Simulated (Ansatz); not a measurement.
ZnS:
```
ZnS
1.0
    4.66643     0.00000     0.00000
    0.00000     4.66643     0.00000
    0.00000     0.00000     4.05952
Zn S
2 2
Direct
  0.50000   0.00000   0.06235
  0.00000   0.50000   0.93765
  0.00000   0.00000   0.00000
  0.50000   0.50000   0.00000
```

Relaxed with LDA.

Q: Decompose the optical modes at the zone centre into irreducible representations, and say which are infrared and Raman allowed.

A: Point group 4/mmm: Γ_opt = A1g + A2u + B1g + 2Eg + Eu. Infrared: A2u, Eu. Raman: A1g, B1g, Eg.

Q: Assign frequencies (DFPT, LDA in the plane-wave PAW code Ansatz).

A: B1g 104i, A1g 55, Eg 115, A2u 120, Eu 260, Eg 350 cm⁻¹.

Subscripts of B labels follow the axes of the standard setting.

Space group P4/nmm. The cell is a constructed one: a structure type filled with these elements; neither database checked (COD, Materials Project) lists it. It is not the phase usual at ambient conditions (space group No. 186, 216). The cell was relaxed with LDA under the symmetry of its start. At this level the phase is dynamically unstable (imaginary phonons). A crystal of weakly bound layers computed without a dispersion correction: the cell and the soft elastic constants depend strongly on that. As this level gives no gap, phonon frequencies hold no LO–TO term and depend on the k-mesh and smearing (Fermi–Dirac, 0.1 eV here).

Potentials: the later of the program's two PAW sets.
